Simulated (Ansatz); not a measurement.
## A sublattice moved along a line in AlCu

Method: DFT r2SCAN, scalar-relativistic, plane waves, PAW (Ansatz). The runs took a 500 eV cutoff, a Γ-centred 16×16×16 mesh and Gaussian smearing (0.15 eV). No spin polarisation. Energies are free energies at this smearing, counted from the undisturbed cell; pressure is positive in compression.

The undisturbed cell (as given, not relaxed at this level; it stands at -4.9 GPa, and it needn't be the usual structure):

```yaml
crystal:
  lattice:
    - [2.99751, 0.00000, 0.00000]
    - [0.00000, 2.99751, 0.00000]
    - [0.00000, 0.00000, 2.99751]
  atoms:
    - { symbol: Al, position: [0.00000, 0.00000, 0.00000] }
    - { symbol: Cu, position: [0.50000, 0.50000, 0.50000] }
```

Every Al atom is moved by x along the Cartesian unit vector (-1.000, 0.000, 0.000); the cell and all other atoms stay fixed. The cell is metallic on the mesh throughout.

| x (Å) | ΔE (meV/cell) | force along x on the moved atoms (eV/Å) | pressure (GPa) |
| --- | --- | --- | --- |
| -0.5000 | 493.0 | 1.93 | 6.0 |
| -0.2500 | 124.6 | 0.99 | -2.1 |
| 0.0000 | 0.0 | 0.00 | -4.9 |
| 0.0625 | 7.8 | -0.25 | -4.7 |
| 0.1250 | 31.2 | -0.50 | -4.2 |
| 0.1875 | ? | ? | -3.3 |
| 0.3125 | 194.4 | -1.24 | -0.5 |
| 0.3750 | 279.4 | -1.48 | 1.4 |
| 0.4375 | ? | ? | 3.6 |

By symmetry 0.5000 repeats -0.5000, -0.3750 repeats 0.3750, 0.2500 repeats -0.2500, -0.1250 repeats 0.1250 in energy; the slope of the energy along the path changes sign there.

(1) Give the withheld values.

Results:

(1) ΔE (meV/cell) at x (Å) = 0.1875: 70.1; force along x on the moved atoms (eV/Å) at x (Å) = 0.1875: -0.75; ΔE (meV/cell) at x (Å) = 0.4375: 379.1; force along x on the moved atoms (eV/Å) at x (Å) = 0.4375: -1.71.